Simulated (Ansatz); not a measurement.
A: GaAs (zinc blende), a = 5.7456 Å, b = 5.7456 Å, c = 5.7456 Å, α = 90.00°, β = 90.00°, γ = 90.00°
B: Ir (fcc, Cu type), a = b = c = 3.8708 Å, α = β = γ = 90.00°
C: InAs (zinc blende), a = b = c = 6.1867 Å, α = β = γ = 90.00°

Scan: energy over volume and axial ratio (atoms clamped). One method and one kind of scan serve all of them; meshes and ranges differ. All were relaxed with their symmetry unable to fall. At this level the bands of InAs touch or barely overlap; measurements give the solid a gap. Ir is run without spin polarisation. Spin-orbit coupling is left out.

Task: Order them by shear modulus C′ = (C11 − C12)/2 (fitted) (lowest first) at the level PBE (plane waves to 420 eV, PAW, scalar-relativistic; Ansatz, an electronic-structure program).

Result: C (16 GPa), A (29 GPa), B (181 GPa)

(A scan under strain: stresses follow from slopes of the energy per volume, elastic moduli from its curvatures.)
